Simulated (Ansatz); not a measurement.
**LuBi2ClO4: what a change of kpoints.mp_grid.grid, basis.ecutwfc does**

Level of theory: PBEsol, no spin polarisation, scalar-relativistic; Ansatz, plane waves to 420 eV (PAW set soft_2), k-mesh 6×6×4. These are the settings of the reference run.

Cell:

```
CELL_PARAMETERS angstrom
3.81743 0.00000 0.00000
0.00000 3.81743 0.00000
0.00000 0.00000 8.81062
ATOMIC_POSITIONS crystal
Lu 0.00000 0.00000 0.00000
Bi 0.50000 0.50000 0.71973
Bi 0.50000 0.50000 0.28027
Cl 0.00000 0.00000 0.50000
O 0.50000 0.00000 0.84828
O 0.00000 0.50000 0.84828
O 0.50000 0.00000 0.15172
O 0.00000 0.50000 0.15172
```

The reference run of this cell is solved again as a single point with these keys changed:

| key | reference run | changed run |
| --- | --- | --- |
| kpoints.mp_grid.grid | [6, 6, 4] | [9, 9, 6] |
| basis.ecutwfc | 420 | 550 eV |

Question: How does the changed run end?

Answer: 

| quantity | reference run | changed run |
| --- | --- | --- |
| energy, changed less reference (meV an atom) | 0 | -3.9 |
| pressure (GPa) | 0.0 | 0.0 |
| largest force (eV/Å) | 0.00 | 0.00 |
| gap on the mesh (eV) | 1.14 | 1.24 |

The energy moves by 3.9 meV an atom (0.03 eV for the cell). It took 8 iterations. A gap taken on a mesh is an upper bound, since the band edges can lie between its points.

Caveats: a single point, atoms not relaxed again; semilocal functionals make gaps too small and can close them.
